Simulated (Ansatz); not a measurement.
GaN:
Space group P6₃mc (No. 186); a = 3.217 Å, b = 3.217 Å, c = 10.495 Å, α = 90.00°, β = 90.00°, γ = 120.00°

```tsv
atom	site	symmetry	x	y	z
Ga	2a	3m.	0.0000	0.0000	0.0005
Ga	2b	3m.	0.3333	0.6667	0.2502
N	2a	3m.	0.0000	0.0000	0.3125
N	2b	3m.	0.3333	0.6667	0.0624
```

Relaxed with PBE. DFT-PBE in the program Ansatz with PAW potentials gives a gap of 1.62 eV.

### Question
What gap does HSE06 give on the same cell (Ansatz, PAW)?

### Answer
2.85 eV, 1.22 eV more. The hybrid was solved on a coarser mesh and at special points; its gap is the smallest among all of these.

```csv
k,v1 PBE,c1 PBE,v1 HSE06,c1 HSE06
Γ,0.00,1.62,0.00,2.85
A,-0.15,2.82,[?],[?]
K,-1.43,5.94,[?],[?]
H,-1.86,5.50,[?],[?]
M,-0.95,3.74,-1.02,4.90
L,-1.23,4.36,[?],[?]
```

### Question
Top valence (v1) and lowest conduction level (c1) in eV from each method's valence maximum (which need not be a listed point): supply the withheld HSE06 values.

### Answer

- A, v1 HSE06: -0.17
- A, c1 HSE06: 4.04
- L, v1 HSE06: -1.33
- L, c1 HSE06: 5.53
- K, v1 HSE06: -1.53
- K, c1 HSE06: 7.17
- H, v1 HSE06: -2.00
- H, c1 HSE06: 6.71

Cost on shared cores: the PBE run (SCF on a 10×10×3 mesh, then bands and DOS) roughly 60 core-seconds, the HSE06 run (SCF on 6×6×2, then a few points) around 4 core-minutes (rough); the tasks are unlike.

Space group P6_3mc. The cell is a constructed one: a structure type filled with these elements. Its sites differ from those of the usual phase in this space group: another stacking or structure type. The PBE relaxation kept the symmetry of its start; phonons on a q-mesh show no instability. Spin–orbit coupling is left out wherever it is not named.

Potentials: the later of the program's two PAW sets.
